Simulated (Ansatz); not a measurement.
## CdTe (F-43m): elasticity against pressure

```
Cd Te
1.0
     0.00000    3.27788    3.27788
     3.27788    0.00000    3.27788
     3.27788    3.27788    0.00000
Cd Te
1 1
Direct
  0.00000 0.00000 0.00000
  0.75000 0.75000 0.75000
```

This is the zero-pressure cell. At each pressure cell and atoms are relaxed in this structure, and the constants are slopes of the stress at strains of ±0.005 with relaxed ions (the coefficients that govern stability under load). Level: r²SCAN, PAW on Ansatz 0.2.0's default frozen-core files (fitted under PBE), scalar-relativistic; k mesh 8×8×8, strains of ±0.005, fixed occupations, cutoff 500 eV. P is the pressure of the relaxed cell, less that of this one.

| P (GPa) | V/V₀ | C11 (GPa) | C12 (GPa) | C44 (GPa) |
| --- | --- | --- | --- | --- |
| 0.00 | 1.0000 | 51.7 | 34.9 | 19.9 |
| 0.94 | 0.9782 | 55.5 | 39.4 | 19.6 |
| 1.95 | 0.9574 | 59.5 | 44.2 | 19.3 |
| 3.92 | ? | ? | ? | ? |
| 6.93 | 0.8803 | 77.7 | 66.9 | 15.8 |
| 9.93 | 0.8465 | 87.9 | 80.1 | 13.0 |
| 14.94 | 0.8017 | 104.1 | 101.4 | 7.6 |

Question: Does the bulk modulus from the constants agree with the pressure-volume curve?

Answer: A third-order Birch-Murnaghan fit to the volumes shown (F against f, f = [(V₀/V)^(2/3) − 1]/2) gives B₀ = 40.5 GPa and B′ = 4.6. Its −V dP/dV stands beside (C11 + 2C12)/3:

| P (GPa) | from P(V) | from the constants |
| --- | --- | --- |
| 0.00 | 40.5 | 40.5 |
| 0.94 | 44.8 | 44.8 |
| 1.95 | 49.3 | 49.3 |
| 6.93 | 70.5 | 70.5 |
| 9.93 | 82.7 | 82.7 |
| 14.94 | 102.5 | 102.3 |

Question: What are the pressure derivatives at zero pressure?

Answer: Slopes at V₀ of quadratic fits in −ln(V/V₀) through the first four rows shown, divided by B₀: dC11/dP = 4.1, dC12/dP = 4.8, dC44/dP = -0.1. The mean slopes up to 2.0 GPa are 4.0, 4.8, -0.3; curvature and scatter of the constants part the two. The combination (dC11/dP + 2 dC12/dP)/3 = 4.6 stands against B′.

Question: Fill the row at 3.92 GPa.

Answer: Cubic fits in −ln(V/V₀) through all rows shown give C11 = 66.9, C12 = 53.3, C44 = 18.2 GPa. Computed: V/V₀ = 0.9228, C11 (GPa) = 66.9, C12 (GPa) = 53.3, C44 (GPa) = 18.1.

Question: Does a shear stiffness soften?

Answer: C44 goes from 19.9 to 7.6 GPa; (C11 − C12)/2 goes from 8.4 to 1.3 GPa. C44 and (C11 − C12)/2 soften under pressure, though the lattice stays mechanically stable over this range.

Caveats: no other phase was computed; many crystals of this kind change structure within this range, and rows or crossings beyond such a change describe a metastable lattice; frozen-core PAW files fitted under PBE, their cores solved anew for the functional of the run; constants at zero field, no piezoelectric stiffening; phonons weren't checked at these pressures.
